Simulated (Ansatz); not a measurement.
Relaxed-ion elastic tensor of BiRh (NiAs type, space group No. 194) in GPa (Voigt order), DFT-r²SCAN in the program Ansatz with PAW potentials; density 12.32 g/cm³, 21.02 Å³ per atom.

```csv
,1,2,3,4,5,6
1,172,109,92.2,0.0,0.0,0.0
2,109,172,92.2,0.0,0.0,0.0
3,92.2,92.2,211,0.0,0.0,0.0
4,0.0,0.0,0.0,63.2,0.0,0.0
5,0.0,0.0,0.0,0.0,63.2,0.0
6,0.0,0.0,0.0,0.0,0.0,31.4
```

Q: Is the crystal mechanically stable?

A: Yes: the smallest eigenvalue of C is 31.4 GPa.

Q: Work out the Voigt, Reuss and Hill averages.

A: K_V = 127, K_R = 127, K_H = 127; G_V = 49.0, G_R = 44.2, G_H = 46.6 GPa.

Q: Give Young's modulus, Poisson's ratio, Pugh's ratio and the universal anisotropy index.

A: E = 9KG/(3K + G) = 125 GPa; ν = 0.34; K/G = 2.72 (ductile by the Pugh limit of 1.75); A_U = 5G_V/G_R + K_V/K_R − 6 = 0.55.

Q: Estimate the sound speeds and the Debye temperature.

A: v_l = √((K + 4G/3)/ρ) = 3920 m/s, v_t = √(G/ρ) = 1940 m/s, mean 2180 m/s; Θ = (h/k)(3n/4πV)^(1/3) v_m = 235 K.

Q: How much does each axis shrink under pressure?

A: Linear compressibilities β_i = Σ_j S_ij (j = 1 to 3): x 2.8, y 2.8, z 2.3 per TPa.

Space group P6_3/mmc (NiAs type). The workflow started from a Materials Project entry (that database holds measured and hypothetical structures alike); the Crystallography Open Database files this formula in space group No. 194, but the cells were not matched. Whether it is the stable phase at ambient conditions was not checked. The r²SCAN relaxation kept the symmetry of its start; whether a distortion lowers the energy is not shown. The run is not spin-polarised. As this level gives no gap, shear constants depend on the k-mesh and smearing (Fermi–Dirac, 0.1 eV here). Scalar-relativistic: spin–orbit coupling is off unless named, which matters more the heavier the elements.

Potentials: the later of the program's two PAW sets.
